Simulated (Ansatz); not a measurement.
Fe (bcc, W type)

```xyz
1
Lattice="-1.3934 1.3934 1.3934 1.3934 -1.3934 1.3934 1.3934 1.3934 -1.3934" Properties=species:S:1:pos:R:3 pbc="T T T"
Fe     0.0000     0.0000     0.0000
```

E(V) scan at fixed shape, V₀ the volume above. Symmetry pins the atoms to their sites.

Calculation: PBEsol (plane waves to 420 eV, PAW, scalar-relativistic; Ansatz, an electronic-structure program). k mesh 23×23×23 (Γ-centred), Fermi-Dirac smearing 0.05 eV. The energy includes the smearing's −TS. Compression counts positive. Fe was relaxed with its symmetry unable to fall. Relaxed Fe ends ferromagnetic. The PAW data are Ansatz's earlier set. The magnetic order is the one the run started from; other orders were not tried. ΔE is measured from the relaxed starting cell. The last digit holds for this mesh only.

```csv
V (Å³/atom),ΔE (meV/atom)
9.090,271.0
9.378,177.6
9.667,107.0
9.956,withheld
10.244,23.4
10.533,5.4
10.821,0.0
11.110,4.9
11.398,19.0
11.687,41.3
11.976,70.5
12.264,105.1
12.553,143.4
```

**Question.** Fit a third-order Birch-Murnaghan form (E₀, V₀, B₀, B₀′ free) to the given rows and predict ΔE at V = 9.956.

**Answer.** Least squares on the 12 given rows: ΔE = E₀ + (9V₀B₀/16)·y²·[2 + (B₀′ − 4)y], y = (V₀/V)^(2/3) − 1, with V₀ = 10.821 Å³/atom, B₀ = 222.9 GPa (160.2 GPa = 1 eV/Å³; the term in eV is multiplied by 1000), B₀′ = 4.90, E₀ = -0.11 meV/atom; root-mean-square residual 0.31 meV/atom. At 9.956 the fit gives 56.6 meV/atom; the calculation gives 56.4 meV/atom, so the interpolation is off by 0.2 (+0.4 %). For the pressure the fit gives 22.8 GPa against the computed 23.0 GPa.

(Under strain, the slope of the energy per volume gives the stress and its curvature an elastic modulus.)
